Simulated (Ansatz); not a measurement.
## BiPbCl₅: stable or not

The cell was found from a structure generator's guess, not taken from experiment.

All numbers below come from DFT PBE, scalar-relativistic, plane waves, PAW (Ansatz 0.2.0). Plane waves to 420 eV, a 6×4×4 mesh through Γ for the 7-atom cell and 0.02 eV Gaussian smearing; no spin polarisation.

```yaml
crystal:
  lattice:
    - [4.35281, 0.00000, 0.00000]
    - [-0.04951, 6.05719, 0.00000]
    - [-0.00505, -0.42102, 9.11693]
  atoms:
    - { symbol: Bi, position: [0.00078, 0.77799, 0.48810] }
    - { symbol: Pb, position: [0.49847, 0.81994, 0.92961] }
    - { symbol: Cl, position: [0.99772, 0.38987, 0.38305] }
    - { symbol: Cl, position: [0.99753, 0.57251, 0.74657] }
    - { symbol: Cl, position: [0.50047, 0.84118, 0.29726] }
    - { symbol: Cl, position: [0.50183, 0.00739, 0.65744] }
    - { symbol: Cl, position: [0.00320, 0.09112, 0.99797] }
```

Energies over the elements count from the elements' standard structures at the same level (Cl₂ as a molecule), with no fitted energy shifts.

Task: These tests were run: energy against the elements; random kick, then relaxation without symmetry; phonons on a 2×1×1 q mesh; elastic tensor. What do they show?

Result:

```json
{"test": "energy against the elements", "result": "−1.035 eV/atom"}
{"test": "random kick, then relaxation without symmetry", "result": "returns"}
{"test": "phonons on a 2×1×1 q mesh", "result": "no imaginary mode on the mesh, but the interpolation dips to 54i cm⁻¹ between its points"}
{"test": "elastic tensor", "result": "least eigenvalue 1 GPa"}
```

It fails none of these tests outright. Other phases of the system weren't compared here, so this isn't yet thermodynamic stability. Undecided within the accuracy: phonons on a 2×1×1 q mesh.

No dispersion correction is applied, so the spacing and binding between layers, chains or molecules are poorly described. These runs have no spin–orbit coupling, which can matter for Bi and Pb. The kick test ran on a coarse mesh. The run for the phonons used a 6×4×4 k mesh. The run for the elastic tensor used a 6×4×4 k mesh.
